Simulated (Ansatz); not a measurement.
Given:

CsPbCl$_{3}$ (cubic perovskite)

```
CsPbCl3
1.0
    5.67354     0.00000     0.00000
    0.00000     5.67354     0.00000
    0.00000     0.00000     5.67354
Cs Pb Cl
1 1 3
Direct
  0.00000   0.00000   0.00000
  0.50000   0.50000   0.50000
  0.00000   0.50000   0.50000
  0.50000   0.50000   0.00000
  0.50000   0.00000   0.50000
```

In this cell atom 1 (Cs, nearest neighbour Cl at 4.012 Å; its periodic images, 5.7 Å or more away, move with it) is moved by s towards the nearest neighbour, unit vector (-0.707, -0.707, 0.000); all other atoms and the cell stay fixed.

Calculation: r2SCAN (plane waves to 500 eV, PAW, scalar-relativistic; Ansatz, a program for electronic structure). k mesh 5×5×5 (Γ-centred), Fermi-Dirac smearing 0.05 eV. Energies are smeared free energies. CsPbCl3 was relaxed with its symmetry unable to fall. Spin-orbit coupling is left out, though Pb is heavy. The PAW data are Ansatz's earlier set. This is a high-temperature form of CsPbCl3. ΔE is measured from the undisplaced structure.

The scan covers s from -1.200 to 1.200 Å in 11 points.

Q: Is this a single well or a double well?

A: A single well with its minimum at or next to zero displacement.

Q: Is the energy the same for equal positive and negative displacements?

A: Even: the same for both signs. With its periodic images moving along, the atom's site symmetry in this cell is m-3m.

Q: What is the energy change at s = 1.200 Å?

A: 659 meV/cell.

Q: What force acts on the atom along the line at s = -1.200 Å?

A: 2.35 eV/Å.

(A displaced cell: forces are minus the slopes of the energy, force constants its curvatures, and phonons follow from these.)
